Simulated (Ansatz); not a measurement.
Below is a relaxed structure of Ta2F. The cell was found from a structure generator's guess, not taken from experiment.

Theory: DFT PBE, scalar-relativistic, plane waves, PAW in Ansatz. Cutoff 420 eV, Γ-centred mesh, Gaussian smearing, no spin polarisation.

```cif
data_structure
_symmetry_space_group_name_H-M 'P 1'
_symmetry_Int_Tables_number 1
_cell_length_a 2.7816
_cell_length_b 2.7816
_cell_length_c 7.1124
_cell_angle_alpha 90.000
_cell_angle_beta 90.000
_cell_angle_gamma 111.362
_cell_volume 51.25
loop_
_atom_site_label
_atom_site_type_symbol
_atom_site_fract_x
_atom_site_fract_y
_atom_site_fract_z
_atom_site_occupancy
Ta1 Ta 0.50000 0.50000 0.29149 1
Ta2 Ta 0.50000 0.50000 0.70851 1
F1 F 0.50000 0.50000 0.00000 1
```

Formation energies are uncorrected and refer to the elements' standard structures at the same level (F₂ as a molecule).

(1) What space group does it have?

(2) How far does it lie from the elements in energy?

(3) Is it a metal?

Results:

(1) Cmmm (No. 65). Conventional cell: a = 3.137 Å, b = 4.595 Å, c = 7.112 Å. Ta is surrounded by 1 F at 2.07 Å, 4 Ta at 2.78 Å, 1 Ta at 2.97 Å and 2 Ta at 3.14 Å; F is surrounded by 2 Ta at 2.07 Å.

(2) −0.32 eV/atom.

(3) Yes, bands cross the Fermi level on the 18×18×8 mesh.

The last run used an 18×18×8 mesh (in the run's order of axes) for its 3-atom cell and Gaussian smearing of 0.10 eV. Spin–orbit coupling, which can matter for Ta, is left out. An odd number of electrons in the primitive cell allows no gap without spin; a larger cell or a magnetic state could open one. A structure relaxed within its symmetry needn't be a true minimum. Another cell of Ta2F relaxed alike, in C2/m, lies 242 meV/atom lower, so this cell isn't the stable form at this level.
